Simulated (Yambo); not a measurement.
A free-standing SnS monolayer (symmetry Pmn2_1, slab cell 15.9 Å high), G0W0@PBE in Yambo with this input:

```
rim_cut
gw0
dyson
el_el_corr
HF_and_locXC
ppa
em1d
rim_w
RandQpts= 1000000
RandGvec= 2 Ry
CUTGeo= "slab z"
EXXRLvcs= 102 Ry
VXCRLvcs= 408 Ry
Chimod= "HARTREE"
% BndsRnXp
 9 | 195 |
%
NGsBlkXp= 8 Ry
% LongDrXp
 1.0 | 1.0 | 0.0 |
%
RandGvecW= 630 mRy
PPAPntXp= 27.2114 eV
% GbndRnge
 1 | 195 |
%
GTermKind= "BG"
DysSolver= "n"
ExtendOut
```

On a 4×4×1 mesh, with wavefunctions cut at 102 Ry, the gap (Γ → Γ) is 2.720 eV and the valence edge shifts by -0.580 eV.

Problem. What happens with this change: no terminator?

Solution. The gap falls by 0.079 eV, to 2.641 eV; the shift of the valence edge becomes -0.413 eV. Neither run is shown to be the converged limit. In the run with 195 bands and a 8 Ry block, which covers more k points, the smallest G0W0 gap is 2.65 eV, (-0.5, 0) → Γ. The mesh misses a band edge: along a dense path the PBE gap is 1.37 eV against 1.76 eV on the mesh.

Spin-orbit coupling is not included.

Geometry relaxed with PBEsol; primitive cell a = 4.082 Å, b = 4.048 Å, c = 15.900 Å, α = β = γ = 90.00°.

This is a model layer cut from the bulk structure; whether it is stable on its own was not checked.

A shift is the quasiparticle energy of the state minus its PBE energy.

The potentials are those of PseudoDojo's stringent table.
